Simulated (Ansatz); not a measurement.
Input:

BN:
```
BN
1.0
    0.00000     3.27906     2.15279
    1.24483     0.00000     2.15279
    1.24483     3.27906     0.00000
B N
1 1
Direct
  0.00013   0.00013   0.99987
  0.66657   0.66657   0.33343
```

This is the LDA-relaxed structure. Tensor components refer to the Cartesian frame of this cell.

Question: All from LDA (plane waves, PAW; program Ansatz), unless another level is named. Predict the band gap.

Answer: 3.27 eV (indirect).

Question: Give the smallest direct gap on the standard path.

Answer: 4.46 eV.

Question: And the hole effective mass?

Answer: 0.65, 0.78, 1.9 mₑ (principal values).

Question: And the conduction-band minimum?

Answer: at T (k = 0.000, 0.500, 0.500 in fractions of the reciprocal vectors).

Space group Fmm2. The first step of the workflow began from a Materials Project structure, measured or hypothetical; the Crystallography Open Database copy checked does not list it. It is not the phase usual at ambient conditions (space group No. 186, 194, 216). The LDA relaxation kept the symmetry of its start. At this level the phase is mechanically unstable. A crystal of weakly bound layers computed without a dispersion correction: the cell and the soft elastic constants depend strongly on that.

Potentials: the earlier of the program's two PAW sets. The files were generated under PBE; for other functionals the program regenerates the frozen cores, and for LDA and PBEsol the local potential too.
